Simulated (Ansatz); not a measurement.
Consider the following.

Cu$_{3}$Sn:
```cif
data_Cu6Sn2
_chemical_formula_sum 'Cu6 Sn2'
_space_group_name_H-M_alt 'P 1'
_space_group_IT_number 1
_cell_length_a 4.28080
_cell_length_b 5.48219
_cell_length_c 4.78600
_cell_angle_alpha 90.000
_cell_angle_beta 90.000
_cell_angle_gamma 90.000
loop_
_space_group_symop_operation_xyz
  'x, y, z'
loop_
_atom_site_label
_atom_site_type_symbol
_atom_site_fract_x
_atom_site_fract_y
_atom_site_fract_z
_atom_site_occupancy
Cu1 Cu 0.50000 0.00000 0.29855 1
Cu2 Cu 0.00000 0.50000 0.70145 1
Cu3 Cu 0.00000 0.75327 0.15513 1
Cu4 Cu 0.00000 0.24673 0.15513 1
Cu5 Cu 0.50000 0.74673 0.84487 1
Cu6 Cu 0.50000 0.25327 0.84487 1
Sn1 Sn 0.50000 0.50000 0.34269 1
Sn2 Sn 0.00000 0.00000 0.65731 1
```

This is the r²SCAN-relaxed structure.

Task: All from the program Ansatz at the r²SCAN level (PAW), unless another level is named. Give the bulk modulus (Birch–Murnaghan fit).

Result: 121 GPa.

Task: What about the highest zone-centre frequency?

Result: 220 cm^-1.

Space group Pmmn. The workflow started from a Materials Project entry (that database holds measured and hypothetical structures alike); the Crystallography Open Database files this formula in space group No. 59, but the cells were not matched. Whether it is the stable phase at ambient conditions was not checked. Symmetry was held in the r²SCAN relaxation; its stability against distortions is not shown here. No spin polarisation was allowed. As this level gives no gap, phonon frequencies hold no LO–TO term and depend on the k-mesh and smearing (Fermi–Dirac, 0.1 eV here). Scalar-relativistic: spin–orbit coupling is off unless named, which matters more the heavier the elements.

Potentials: the earlier of the program's two PAW sets.
